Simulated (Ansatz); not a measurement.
Relaxed-ion elastic tensor of MgS (zinc blende, F-43m) in GPa (Voigt order), LDA (plane waves, PAW; program Ansatz); density 2.14 g/cm³, 21.88 Å³ per atom.

```
74.7  54.9  54.9   0.0   0.0   0.0
54.9  74.7  54.9   0.0   0.0   0.0
54.9  54.9  74.7   0.0   0.0   0.0
 0.0   0.0   0.0  28.9   0.0   0.0
 0.0   0.0   0.0   0.0  28.9   0.0
 0.0   0.0   0.0   0.0   0.0  28.9
```

Task: Is the crystal mechanically stable?

Result: Yes: the smallest eigenvalue of C is 19.8 GPa.

Task: Work out the Voigt, Reuss and Hill averages.

Result: K_V = 61.5, K_R = 61.5, K_H = 61.5; G_V = 21.3, G_R = 16.4, G_H = 18.8 GPa.

Task: Give Young's modulus, Poisson's ratio, Pugh's ratio and the universal anisotropy index.

Result: E = 9KG/(3K + G) = 51.3 GPa; ν = 0.36; K/G = 3.27 (ductile by the Pugh limit of 1.75); A_U = 5G_V/G_R + K_V/K_R − 6 = 1.51.

Task: Estimate the sound speeds and the Debye temperature.

Result: v_l = √((K + 4G/3)/ρ) = 6360 m/s, v_t = √(G/ρ) = 2970 m/s, mean 3340 m/s; Θ = (h/k)(3n/4πV)^(1/3) v_m = 356 K.

Task: Give the Zener ratio and Young's modulus along [100], [110] and [111].

Result: A = 2C44/(C11 − C12) = 2.91; 1/E = S11 − 2(S11 − S12 − S44/2)Γ with Γ = 0, 1/4, 1/3 gives 28.2, 53.0, 75.0 GPa.

Task: Solve the Christoffel equation for the three sound speeds along [100], [110], [111].

Result: Eigenvalues of C_ijkl n_j n_l equal ρv² (piezoelectric stiffening left out). In km/s, slowest first: [100] 3.68, 3.68, 5.91; [110] 2.15, 3.68, 6.62; [111] 2.76, 2.76, 6.84.

The cell is a constructed one: a structure type filled with these elements; the Crystallography Open Database copy checked does not list it. COD files the formula under space group No. 225, so this cell is another polymorph or a model. Its standing as an ambient phase is unchecked. The cell was relaxed with LDA under the symmetry of its start; phonons on a q-mesh show no instability.

Potentials: the later of the program's two PAW sets.
